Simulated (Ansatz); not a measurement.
MgO:
```xyz
2
Lattice="0.0000 2.0803 2.0803 2.0803 0.0000 2.0803 2.0803 2.0803 0.0000" Properties=species:S:1:pos:R:3 pbc="T T T"
Mg     0.0000     0.0000     0.0000
O      2.0803     2.0803     2.0803
```

Cartesian axes are those of the cell as given.

### Question
Give the high-frequency dielectric tensor and the Born effective charge tensors of the independent atoms from DFPT, LDA in the plane-wave PAW code Ansatz.

### Answer

ε∞:
```
3.18  0.00  0.00
0.00  3.18  0.00
0.00  0.00  3.18
```
Z* of atom 1 (Mg), rows: field, columns: displacement, in e:
```
1.97  0.00  0.00
0.00  1.97  0.00
0.00  0.00  1.97
```
Z* of atom 2 (O), rows: field, columns: displacement, in e:
```
-1.97   0.00   0.00
 0.00  -1.97   0.00
 0.00   0.00  -1.97
```

Space group Fm-3m (rock salt). The cell was relaxed with LDA under the symmetry of its start.

Potentials: the earlier of the program's two PAW sets. The files were generated under PBE; for other functionals the program regenerates the frozen cores, and for LDA and PBEsol the local potential too.
